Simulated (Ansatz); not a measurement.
Ansatz (a first-principles code) input:

Ansatz 0.2 input:
```yaml
crystal:
  lattice:
    - [2.0558332392, -5.2969001566, 0.0]
    - [2.0558332392, 5.2969001566, 0.0]
    - [0.0, 0.0, 4.1595958102]
  atoms:
    - { symbol: Rb, position: [0.638097979, 0.361902021, 0.2590619756] }
    - { symbol: Rb, position: [0.361902021, 0.638097979, 0.7590619756] }
    - { symbol: H, position: [0.9706215016, 0.0293784984, 0.4041174776] }
    - { symbol: H, position: [0.0293784984, 0.9706215016, 0.9041174776] }
    - { symbol: O, position: [0.9054547173, 0.0945452827, 0.2322105467] }
    - { symbol: O, position: [0.0945452827, 0.9054547173, 0.7322105467] }
kpoints:
  mp_grid: { grid: [7, 7, 7] }
basis: { xc_grid: 2 }
hamiltonian:
  xc: pbesol
  pseudopotentials: { kind: paw }
scf:
  occupations: { method: fixed }
checkpoint: { read: static.run }
output: { bader: true, populations: true }
```

Output (shortened):

```
Pseudopotential: Rb, paw, valence charge 9
Pseudopotential: H, paw, valence charge 1
Pseudopotential: O, paw, valence charge 6
Functional definition: PBEsol
Crystal: 6 atoms, lattice volume = 90.592 Å³
Basis set: ecut = 420 eV, 1787 PW (Γ), exchange–correlation on 80×80×60 points (8 copies of the dense FFT grid, shifted against one another)
Bands: 22, of which v1, the nominal top of the filled ones, is band 16 counted from 1 (15 counted from 0)
Symmetry: 4 space group operations
Space group: Cmc21 (ITA 36), of the structure as read, at distance tolerance 4.5e-5 Å
k-points: 64 of 343 (time reversal used)
Stability of the state it starts from, as read at its close in the unpolarized treatment …
iter 1 solved again at ethr=2.42e-7 eV; its pass at ethr=3.10e-3 eV (dr2=7.73e-5 eV) is discarded
SCF iter   1: F=—  HF=-7589.891437 eV  |F-HF|=—  |Δ(HF+E_count)|=         —  Δρ=1.87e-6  dr2=2.62e-9  ethr=2.42e-7  ⟨swp⟩=4.2  Hψ=10389  notcnv=0  defer=256
preconditioner: auto → Resta (q_TF=auto, 2.294 Å⁻¹)
SCF iter   2: F=-7589.891437 eV  HF=-7589.891437 eV  |F-HF|=2.72e-9  |Δ(HF+E_count)|=   2.21e-7  Δρ=2.03e-6  dr2=3.11e-9  ethr=8.19e-12  ⟨swp⟩=12.0  Hψ=9312  notcnv=0
SCF 1 converged in 2 iterations: F = -7589.891437 eV  dr2 = 3.11e-9
SCF converged after 2 iterations
Free energy (F): -7589.891437 eV
Harris-Foulkes:  -7589.891437 eV  (|F-HF|=2.72e-9)
Internal energy: -7589.891437 eV  (E = F + TS)
E sigma→0 (E₀):  -7589.891437 eV
Fermi energy:    4.165987 eV
--- Per-component energies (eV) ---
  E_band       = -162.991231
  E_kinetic    = 764.862019
  E_local      = -1769.077147  (includes V_loc(G=0)·N_el)
  E_nonlocal   = 449.352998
  E_hartree    = 512.989202
  E_xc         = -424.090959
  E_vxc        = -485.422269  (∫ρ·V_xc dr)
  E_paw        = -5444.052257  (= ΣΔE_a)
  E_vpaw       = -148.686006  (= ΣTr[D̂ρ^β])
  E_aug_tail   = 0.002521  (compensation charges beyond the density's cutoff)
  E_ewald      = -1680.195731
  E_core_change = 0.317917  (= ΣΔE_core)
  E_smearing   =  0.000000  (= −TS)
  E_closure    =  0.000000  (closes the sum)
  Σ components = -7589.891437   (vs F -7589.891437, Δ=0.00e0)
  [band-id]    e_kinetic+e_local+e_nonlocal+2·e_hartree+e_vxc+e_vpaw+e_augmentation_tail = -162.989478   (vs E_band -162.991231, Δ=1.75e-3)
--- Band table (eV; the first three rows and the last of 64) ---
  k-point 0: bands = ["-20.9733", "-20.7545", "-12.7328", "-11.9190", "-5.6838", "-5.2394", "-4.9613", "-4.8277", "-4.6229", "-4.5921", "0.0469", "0.7149", "3.6464", "3.6960", "3.9218", "4.1660", "7.8184", "9.3669", "11.0731", "11.1933", "11.5169", "13.3375"]
  k-point 1: bands = ["-20.9584", "-20.7609", "-12.7018", "-11.9718", "-5.6362", "-5.2252", "-4.9421", "-4.8209", "-4.6831", "-4.6520", "0.0044", "0.6559", "3.6043", "3.7475", "3.8103", "4.0678", "8.2433", "9.5514", "10.7795", "11.2586", "12.2886", "13.1398"]
  k-point 2: bands = ["-20.9186", "-20.7815", "-12.6112", "-12.1109", "-5.5003", "-5.1812", "-4.8946", "-4.8251", "-4.8176", "-4.8093", "-0.0467", "0.4690", "3.5247", "3.6776", "3.8126", "3.8387", "9.2447", "9.7915", "10.9894", "11.3912", "13.0308", "13.2544"]…
  k-point 63: bands = ["-20.8454", "-20.8339", "-12.5127", "-12.3192", "-5.4084", "-5.3753", "-4.8879", "-4.7834", "-4.6453", "-4.5780", "-0.2012", "0.0026", "3.6011", "3.6187", "3.6515", "3.6809", "10.2679", "10.3815", "11.4736", "11.8174", "12.6856", "13.0134"]
--- Löwdin populations: 6 sites ---
  site symbol       q [e]
     0     Rb      8.1558
     1     Rb      8.1558
     2      H      0.6976
     3      H      0.6976
     4      O      7.0028
     5      O      7.0028
  spilling = 0.008984 (of n_electrons = 32.000000)
--- Bader charges: 6 sites ---
  site symbol  charge [e]  shift [e]
     0     Rb      0.8140     0.0000
     1     Rb      0.8140     0.0000
     2      H      0.5359     0.0009
     3      H      0.5359     0.0009
     4      O     -1.3499     0.0009
     5      O     -1.3499     0.0009
  shift: an alarm, by how much a part of what the PAW files miss would move the charge. Where it is large, compare
  with a run on PAW files of another source; a small one proves nothing
  estimated error of the sums over rays = 2.3e-4 e
```

Cost: very roughly 70 core-seconds on shared cores.

Space group Cmc2_1. The workflow started from a Materials Project entry (that database holds measured and hypothetical structures alike); the Crystallography Open Database copy checked does not list it. Whether it is the stable phase at ambient conditions was not checked. Symmetry was held in the PBEsol relaxation; its stability against distortions is not shown here. Scalar-relativistic: spin–orbit coupling is off unless named, which matters more the heavier the elements.

Potentials: the later of the program's two PAW sets.

Ansatz is a plane-wave DFT program.
